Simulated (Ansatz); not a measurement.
A geometry of In₂Au away from equilibrium: step 2 of the relaxation of a relaxed In2Au cell, doubled along one cell vector, shaken by Gaussian noise of σ = 0.08 Å a coordinate. Level of theory: PBEsol (plane waves to 420 eV, PAW, scalar-relativistic; Ansatz, an electronic-structure program). Γ-centred k-mesh 5×9×11 on the run's cell (coarser than for final values), Fermi–Dirac smearing 0.05 eV.

```yaml
crystal:
  lattice:
    - [-4.01733, 4.08634, 8.28701]
    - [1.98908, -1.96974, 4.09861]
    - [2.00473, 1.96580, -4.10806]
  atoms:
    - { symbol: Au, position: [0.99916, 0.97918, 0.96281] }
    - { symbol: Au, position: [0.49356, 0.02839, 0.00107] }
    - { symbol: In, position: [0.16008, 0.35393, 0.99978] }
    - { symbol: In, position: [0.66574, 0.34898, 0.99056] }
    - { symbol: In, position: [0.32546, 0.66888, 0.98064] }
    - { symbol: In, position: [0.82947, 0.69404, 0.00894] }
```

Problem. Which atoms carry the largest force, and which way does it point?

Solution. 0.47 eV/Å, on In4 (atoms numbered as listed); on In4 its components are (-0.06, -0.11, -0.46).

Problem. What is the pressure?

Solution. -0.1 GPa, compression positive.

No spin polarisation in the result.

The end of the path is a generated cell of In2Au: the first start was made by placing the elements on the sites of a structure type, and the end was not matched to a known phase here, so it may be hypothetical.
